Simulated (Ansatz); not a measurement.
KF:
Space group Fm-3m (No. 225); a = 5.1625 Å, b = 5.1625 Å, c = 5.1625 Å, α = 90.00°, β = 90.00°, γ = 90.00°

```csv
atom,site,symmetry,x,y,z
K,4a,m-3m,0.0000,0.0000,0.0000
F,4b,m-3m,0.5000,0.5000,0.5000
```
(The calculation used a cell of 2 atoms; values per cell refer to that cell.)

Relaxed with LDA.

**Question.** Which orbitals make up the states near the band edges in the program Ansatz at the LDA level (PAW)?

**Answer.** Top 1 eV of the valence band: F 2p 96 %. Bottom 1 eV of the conduction band: K 4s 77 %, F 2s 12 %. Projections are on Löwdin-orthogonalised atomic valence shells; empty p or d shells of many metals are not among them.

**Question.** Tabulate the density of states.

**Answer.** States/eV per cell of 2 atoms, in 0.25 eV bins, energy from the valence-band maximum.

```csv
E (eV),total,F 2p,K 4s,K 3p
-7.85,0.00,0.00,0.00,0.00
-7.60,0.00,0.00,0.00,0.00
-7.35,0.00,0.00,0.00,0.00
-7.10,0.00,0.00,0.00,0.00
-6.85,0.00,0.00,0.00,0.00
-6.60,0.00,0.00,0.00,0.00
-6.35,0.00,0.00,0.00,0.00
-6.10,0.00,0.00,0.00,0.00
-5.85,0.00,0.00,0.00,0.00
-5.60,0.00,0.00,0.00,0.00
-5.35,0.00,0.00,0.00,0.00
-5.10,0.00,0.00,0.00,0.00
-4.85,0.00,0.00,0.00,0.00
-4.60,0.00,0.00,0.00,0.00
-4.35,0.00,0.00,0.00,0.00
-4.10,0.00,0.00,0.00,0.00
-3.85,0.00,0.00,0.00,0.00
-3.60,0.00,0.00,0.00,0.00
-3.35,0.00,0.00,0.00,0.00
-3.10,0.00,0.00,0.00,0.00
-2.85,0.00,0.00,0.00,0.00
-2.60,0.00,0.00,0.00,0.00
-2.35,0.00,0.00,0.00,0.00
-2.10,0.00,0.00,0.00,0.00
-1.85,0.00,0.00,0.00,0.00
-1.60,0.00,0.00,0.00,0.00
-1.35,0.00,0.00,0.00,0.00
-1.10,0.00,0.00,0.00,0.00
-0.85,1.49,1.38,0.09,0.01
-0.60,4.51,4.22,0.17,0.04
-0.35,8.75,8.44,0.04,0.11
-0.10,9.25,8.89,0.01,0.24
0.15,0.00,0.00,0.00,0.00
0.40,0.00,0.00,0.00,0.00
0.65,0.00,0.00,0.00,0.00
0.90,0.00,0.00,0.00,0.00
1.15,0.00,0.00,0.00,0.00
1.40,0.00,0.00,0.00,0.00
1.65,0.00,0.00,0.00,0.00
1.90,0.00,0.00,0.00,0.00
2.15,0.00,0.00,0.00,0.00
2.40,0.00,0.00,0.00,0.00
2.65,0.00,0.00,0.00,0.00
2.90,0.00,0.00,0.00,0.00
3.15,0.00,0.00,0.00,0.00
3.40,0.00,0.00,0.00,0.00
3.65,0.00,0.00,0.00,0.00
3.90,0.00,0.00,0.00,0.00
4.15,0.00,0.00,0.00,0.00
4.40,0.00,0.00,0.00,0.00
4.65,0.00,0.00,0.00,0.00
4.90,0.00,0.00,0.00,0.00
5.15,0.00,0.00,0.00,0.00
5.40,0.00,0.00,0.00,0.00
5.65,0.00,0.00,0.00,0.00
5.90,0.00,0.00,0.00,0.00
6.15,0.00,0.00,0.00,0.00
6.40,0.01,0.00,0.01,0.00
6.65,0.05,0.00,0.04,0.00
6.90,0.08,0.00,0.06,0.00
7.15,0.10,0.00,0.08,0.00
7.40,0.13,0.01,0.10,0.00
7.65,0.16,0.01,0.12,0.00
7.90,0.19,0.01,0.15,0.01
8.15,0.42,0.01,0.18,0.01
8.40,0.64,0.02,0.21,0.01
8.65,0.90,0.02,0.28,0.01
8.90,1.16,0.03,0.35,0.01
9.15,1.83,0.07,0.60,0.01
9.40,2.46,0.08,0.81,0.01
9.65,1.37,0.02,0.39,0.01
9.90,1.61,0.02,0.41,0.01
10.15,2.03,0.02,0.52,0.01
10.40,1.59,0.02,0.42,0.00
10.65,0.84,0.01,0.24,0.00
10.90,0.54,0.00,0.12,0.00
11.15,0.29,0.00,0.00,0.00
```

Symmetry was held in the LDA relaxation.

Potentials: the earlier of the program's two PAW sets. The files were generated under PBE; for other functionals the program regenerates the frozen cores, and for LDA and PBEsol the local potential too.
